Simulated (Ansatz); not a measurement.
SiO₂:
```
CELL_PARAMETERS angstrom
      4.19474     0.00000     0.00000
      0.00000     4.19474     0.00000
      0.00000     0.00000     2.67841
ATOMIC_POSITIONS crystal
  Si 0.00000 0.00000 0.00000
  Si 0.50000 0.50000 0.50000
  O  0.30606 0.30606 0.00000
  O  0.80606 0.19394 0.50000
  O  0.19394 0.80606 0.50000
  O  0.69394 0.69394 0.00000
```

Relaxed with PBEsol. Special points in fractions of this cell's reciprocal vectors: Γ (0.000, 0.000, 0.000); X (0.000, 0.500, 0.000); M (0.500, 0.500, 0.000); Z (0.000, 0.000, 0.500); R (0.000, 0.500, 0.500); A (0.500, 0.500, 0.500).

Problem. List the band energies nearest the valence-band maximum at these points for the program Ansatz at the PBEsol level (PAW).

Solution. In eV from the valence-band maximum; about four levels below and three above (degenerate sets whole), none deeper than 8.9 eV; points with the same levels are listed once.

| k | below | above |
|---|---|---|
| Γ | -2.52 -0.88 -0.88 0.00 | 5.35 6.49 8.26 8.26 |
| X | -2.68 -2.68 -1.07 -1.07 | 7.50 7.50 8.84 8.84 |
| M | -2.68 -2.68 -2.27 -2.27 | 7.19 7.19 9.83 9.83 |
| Z | -3.08 -3.08 -2.67 -2.67 | 8.87 8.87 12.35 12.35 |
| R | -2.27 -2.27 -1.76 -1.76 | 8.57 8.57 9.63 9.63 |
| A | -1.76 -1.76 -1.55 -1.55 | 6.97 6.97 10.75 10.75 |

Space group P4_2/mnm (rutile). This is a known high-pressure phase of the composition, computed here at zero pressure and temperature. The cell was relaxed with PBEsol under the symmetry of its start; its stability against distortions is not shown here.

Potentials: the later of the program's two PAW sets.
